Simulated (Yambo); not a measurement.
Yambo run on B2O3 (space group Cmc2_1, No. 36). The wavefunctions are norm-conserving PBEsol (Quantum ESPRESSO, 84 Ry, scalar-relativistic) ones on a 4×4×4 mesh (24 occupied bands); a = 4.540 Å, b = 4.540 Å, c = 4.133 Å, α = 90.00°, β = 90.00°, γ = 61.15°.

Yambo input:

```
rim_cut
gw0
dyson
el_el_corr
HF_and_locXC
cohsex
em1s
RandQpts= 1000000
RandGvec= 1 Ry
EXXRLvcs= 84 Ry
VXCRLvcs= 336 Ry
Chimod= "HARTREE"
% BndsRnXs
 1 | 118 |
%
NGsBlkXs= 7 Ry
% LongDrXs
 1.0 | 1.0 | 1.0 |
%
ExtendOut
% QPkrange
 1 | 1 | 24 | 25 |
 3 | 3 | 24 | 24 |
%
```

k points by index: 1 = Γ, 3 = (0, 0, -0.5).

The o-*.qp file then holds:

```
#    K-point    Band    Eo [eV]    E [eV]    E-Eo [eV]    Vxc [eV]    Vnlxc [eV]    Sc|Eo [eV]    Re(Z)    Im(Z)
#
    1    24    -0.240703    -3.494972    -3.254270    -20.11761    -26.02310    2.651222    1.000000    0.000000
    1    25    8.556284    8.918125    0.361842    -12.85748    -7.582092    -4.913546    1.000000    0.000000
    3    24    0.000000    -3.250786    -3.250786    -20.36567    -26.52305    2.906601    1.000000    0.000000
```
(The two width columns are left out.) Convergence of these settings isn't established.

Geometry of the Materials Project entry, not relaxed at this level.

The structure is a Materials Project entry; no match was found in the copy of COD used, and its stability was not checked.
